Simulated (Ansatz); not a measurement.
TaGe2 in space group P6/mmm (No. 191; Ta on 1a, Ge on 2d), PBE (plane waves, PAW; program Ansatz), all energies at zero smearing, with the estimated change up to a 700 eV cutoff added, with one set of potentials and settings (totals compare only within such a set). Cell of 3 atoms (1 Ta, 2 Ge): -18522.511 eV.

```
element             reference phase  E (eV/atom)
-------  --------------------------  -----------
Ta       Im-3m, 1 atoms in the cell   -9933.2341
Ge       Fd-3m, 2 atoms in the cell   -4294.9907
```

Formation energy per atom, worked out: (-18522.511 − 1×(-9933.2341) − 2×(-4294.9907))/3 = 0.235 eV/atom (23 kJ per mol of atoms), at 0 K, without zero-point energy or fitted corrections.

The cell is a constructed one: a structure type filled with these elements; neither database checked (COD, Materials Project) lists it. COD files the formula under space group No. 180, so this cell is another polymorph or a model. Its standing as an ambient phase is unchecked. The cell was relaxed with PBE under the symmetry of its start; whether a distortion lowers the energy is not shown. The run is not spin-polarised. The references are the lowest solids computed at this level, not always the standard phases. Spin–orbit coupling is left out wherever it is not named.

Potentials: the earlier of the program's two PAW sets.
